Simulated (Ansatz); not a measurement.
Consider the following.

IrC:
```
IrC
1.0
    3.01568     0.00000     0.00000
   -1.50784     2.61165     0.00000
    0.00000     0.00000     2.64341
Ir C
1 1
Cartesian
  0.00000   0.00000   0.00000
  0.00000   1.74110   1.32171
```

This is the PBEsol-relaxed structure. x, y and z are the axes in which the lattice vectors are written.

Question: All from plane-wave PAW PBEsol (Ansatz code), unless another level is named. Estimate the Poisson's ratio.

Answer: 0.38.

Question: Next, the elastic constants (relaxed ions, GPa)?

Answer: C11 = 459, C12 = 322, C13 = 212, C33 = 834, C44 = 74.0.

Space group P-6m2. The start of the workflow was typed in or built on a structure type; neither database checked (COD, Materials Project) lists it. Whether it is the stable phase at ambient conditions was not checked. The PBEsol relaxation kept the symmetry of its start. At this level the phase is dynamically unstable (imaginary phonons). The run is not spin-polarised. Its formation energy is positive at this level, so the cell may be metastable or incomplete. As this level gives no gap, shear constants depend on the k-mesh and smearing (Fermi–Dirac, 0.1 eV here). On the denser mesh and wider smearing of the elastic run this cell carries a stress of 0.8 GPa. Spin–orbit coupling is left out wherever it is not named.

Potentials: the earlier of the program's two PAW sets. The files were generated under PBE; for other functionals the program regenerates the frozen cores, and for LDA and PBEsol the local potential too.
